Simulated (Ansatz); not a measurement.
CuI:
```xyz
4
Lattice="2.1930 1.2661 6.8429 -2.1930 1.2661 6.8429 0.0000 -2.5322 6.8429" Properties=species:S:1:pos:R:3 pbc="T T T"
Cu     0.0000     0.0000     2.5097
Cu     0.0000     0.0000    18.0189
I      0.0000     0.0000     0.0000
I      0.0000     0.0000    10.2643
```

Relaxed with r²SCAN. Special points in fractions of this cell's reciprocal vectors: Γ (0.000, 0.000, 0.000); T (0.500, 0.500, 0.500); H2 (0.811, 0.189, 0.500); H0 (0.500, -0.189, 0.189); L (0.500, 0.000, 0.000); S0 (0.345, -0.345, 0.000); S2 (0.655, 0.000, 0.345); F (0.500, 0.000, 0.500).

Question: List the band energies nearest the valence-band maximum at these points for r²SCAN (plane waves, PAW; program Ansatz).

Answer: In eV from the valence-band maximum; about four levels below and three above (degenerate sets whole), none deeper than 8.9 eV; points with the same levels are listed once.

```csv
k,below,above
Γ,-0.88 -0.88 -0.18 0.00 0.00,0.09 3.58 3.58
T,-0.64 -0.64 -0.54 -0.54,0.87 4.16 4.16
H2,-1.53 -1.47 -1.06 -1.00,2.62 4.57 4.91 4.91
L,-1.49 -1.48 -1.43 -0.65,1.79 5.21 5.21
S0,-1.58 -1.42 -1.13 -1.00,2.72 4.70 4.73
F,-1.88 -1.28 -0.65 -0.28,0.86 2.85 5.52
```

Space group R-3m. The workflow started from a Materials Project entry (that database holds measured and hypothetical structures alike); the Crystallography Open Database copy checked does not list it. It is not the phase usual at ambient conditions (space group No. 216). Symmetry was held in the r²SCAN relaxation; whether a distortion lowers the energy is not shown. No spin polarisation was allowed. Scalar-relativistic: spin–orbit coupling is off unless named, which matters more the heavier the elements.

Potentials: the later of the program's two PAW sets.
